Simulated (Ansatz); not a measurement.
ZnPbO₃ in space group R3c (No. 161; Zn on 6a, Pb on 6a, O on 18b), the program Ansatz at the PBEsol level (PAW), all energies at zero smearing, with the estimated change up to a 700 eV cutoff added, with one set of potentials and settings (totals compare only within such a set). Cell of 10 atoms (2 Zn, 2 Pb, 6 O): -33432.503 eV.

```
element                            reference phase  E (eV/atom)
-------  -----------------------------------------  -----------
Zn                   P6_3/mmc, 2 atoms in the cell   -3280.9077
Pb                      Fm-3m, 1 atoms in the cell  -11754.9486
O        C2/m, 4 atoms in the cell, spin-polarised    -558.3554
```

Formation energy per atom, worked out: (-33432.503 − 2×(-3280.9077) − 2×(-11754.9486) − 6×(-558.3554))/10 = -1.066 eV/atom (-103 kJ per mol of atoms), at 0 K, without zero-point energy or fitted corrections.

The first step of the workflow began from a Materials Project structure, measured or hypothetical; the Crystallography Open Database copy checked does not list it. With Zn and Pb taken as one species the cell has the higher symmetry R-3c, so it may be an ordered model of a mixed-site phase. Whether it is the stable phase at ambient conditions was not checked. The cell was relaxed with PBEsol under the symmetry of its start; of distortions, only those at the zone centre were tested. The references are the lowest solids computed at this level, not always the standard phases (solids in place of the gases). Spin–orbit coupling is left out wherever it is not named.

Potentials: the later of the program's two PAW sets.
